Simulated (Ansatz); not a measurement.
SiC (zinc blende, F-43m), r²SCAN in the plane-wave PAW code Ansatz: ε∞ = 6.52, cell volume 20.67 Å³. Infrared-active transverse modes:

| ω_TO (cm⁻¹) | oscillator strength S_xx (e²/amu) |
|---|---|
| 798.6 | 0.8790 |

Compute the static dielectric constant.

Each mode adds (4.921e7/V) S/ω²: 3.28. So ε0 = 9.80.

What LO frequency does the Lyddane–Sachs–Teller relation give?

ω_LO = ω_TO √(ε0/ε∞) = 979 cm⁻¹.

The cell was relaxed with r²SCAN under the symmetry of its start; phonons on a q-mesh show no instability.

Potentials: the later of the program's two PAW sets.
